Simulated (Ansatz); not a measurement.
Consider the following.

La:
```
CELL_PARAMETERS angstrom
      3.64900     0.00000     0.00000
     -1.82450     3.16012     0.00000
      0.00000     0.00000    11.75733
ATOMIC_POSITIONS crystal
  La 0.00000 0.00000 0.00000
  La 0.00000 0.00000 0.50000
  La 0.33333 0.66667 0.25000
  La 0.66667 0.33333 0.75000
```

This is the PBEsol-relaxed structure. x, y and z are the axes in which the lattice vectors are written.

All from plane-wave PAW PBEsol (Ansatz code), unless another level is named. Predict the Hill bulk and shear moduli.

26.9 and 18.7 GPa.

Give the elastic constants (relaxed ions, GPa).

C11 = 54.8, C12 = 17.2, C13 = 9.2, C33 = 61.1, C44 = 15.7.

Space group P6_3/mmc (dhcp (α-La type)). Symmetry was held in the PBEsol relaxation; of distortions, only those at the zone centre were tested. As this level gives no gap, shear constants depend on the k-mesh and smearing (Fermi–Dirac, 0.1 eV here). Spin–orbit coupling is left out wherever it is not named.

Potentials: the earlier of the program's two PAW sets.
